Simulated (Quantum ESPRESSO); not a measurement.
Simulation results for AlSiGeSN$_{3}$ (made-up cell, one site empty)

Computed with Quantum ESPRESSO 7.5. Calculation on a made-up crystal cell, not a measurement: periodic Kohn-Sham density functional theory in plane waves with PseudoDojo standard norm-conserving scalar-relativistic pseudopotentials, each functional with its own files (v0.5 for PBE, v0.4.1 for LDA and PBEsol), no spin polarisation, no spin-orbit coupling, atoms not relaxed, stress positive in tension, energies less a fixed whole-eV offset for each atom's element; levels are Kohn-Sham levels at fractions of this cell's reciprocal vectors, counted from the reference band (half the neutral cell's valence electrons, rounded up) at Gamma; error bars cover cutoff and k-mesh only, not smearing or the files; each bar is the largest change over components, and at least 0.002 eV, 0.002 eV per angstrom or 0.02 GPa; added strain carries the atoms with the cell, and shear is the tensor component; energies are for the whole cell, and the offsets were chosen from early runs and are not element reference energies.

## AlSiGeSN$_{3}$ (made-up cell, one site empty)

Unstrained structure:
```
CELL_PARAMETERS angstrom
4.63060 0.00000 0.00000
0.00000 4.63060 0.00000
0.00000 0.00000 4.63060
ATOMIC_POSITIONS crystal
Si 0.01443 0.99369 0.01104
Al 0.50294 0.00682 0.50155
Ge 0.50160 0.50477 0.99484
N 0.26139 0.26215 0.25293
N 0.24617 0.75563 0.74660
N 0.74042 0.24252 0.76016
S 0.75452 0.73889 0.25593
```

- lattice type: zincblende/diamond
- empty site: 2
- functional: pbe
- cutoff: 1143 eV
- fermi dirac smearing: 0.025 eV
- scf tolerance: 1e-07 eV
- electrons removed: 0
- added strain kind: shear xy
- added strain: -0.0141
- k mesh: 4 x 4 x 4, shifted by half a step
- structure shown: before the added strain of -0.0141
- free energy less offsets: 5.467 eV
- scf iterations: 13
- smearing term minus ts: 0 eV
- pressure: -4.803 GPa
- stress xx: 5.696 GPa
- stress yy: 7.006 GPa
- stress zz: 1.706 GPa
- stress yz: -7.406 GPa
- stress xz: 4.434 GPa
- stress xy: -12.68 GPa
- reference band: 21
- error bar energy: 0.002323 eV
- error bar stress: 0.02 GPa
- error bar force: 0.002 eV/Å
- error bar next band up: 0.002 eV
- error bars from: tighter rerun of a related cell

Atoms:
```csv
atoms element,atom site,atom energy offset (eV)
Si,1,-115
Al,3,-64
Ge,4,-2430
N,5,-283
N,6,-283
N,7,-283
S,8,-302
```

Forces:
```csv
site,x (eV/Å),y (eV/Å),z (eV/Å)
1,3.641,4.588,-4.455
3,-3.492,3.633,3.342
4,-4.872,-4.91,-5.237
5,-0.3754,-2.245,-1.296
6,0.05549,1.167,2.096
7,0.6949,-1.198,1.497
8,4.348,-1.035,4.053
```

Levels:
```csv
level k point,next band up (eV)
Gamma,0.8528
"(1/2,1/2,1/2)",1.165
"(0.15,0,0)",1.213
"(0,0.15,0)",1.351
"(0,0,0.15)",1.124
```
